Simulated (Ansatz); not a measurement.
A generated cell, not matched to a known phase here, of TiS: Pm-3m (No. 221), cP2, CsCl type; a = b = c = 3.010 Å, α = β = γ = 90.00°; Ti 1a (0.000, 0.000, 0.000); S 1b (0.500, 0.500, 0.500). Level of theory: PBEsol (plane waves to 420 eV, PAW, scalar-relativistic; Ansatz, a program for electronic structure). Element references, the lowest calculated here: S (Fddd), Ti (P6₃/mmc).

Total energies (eV/atom, σ → 0; comparable only within this code, potentials and settings):

```csv
phase,E (eV/atom)
TiS (Pm-3m),-1680.664
S (Fddd),-884.892
Ti (P6₃/mmc),-2473.897
```

Problem. What is the formation energy of this Pm-3m form of TiS from the elements?

Solution. E_f = -1680.664 − [1 × (-2473.897) + 1 × (-884.892)] / 2 = -1.27 eV/atom (-2.5 eV per formula unit).

A lower structure of this composition may exist.

Static energies, no anion corrections, no zero-point energy. Values are rounded to 0.01 eV/atom. Not shown to be the ambient phase of their composition (a lower form may be missing, and a cell relaxed within its start's symmetry can be a saddle point): TiS (Pm-3m). The compounds carry no spin polarisation.
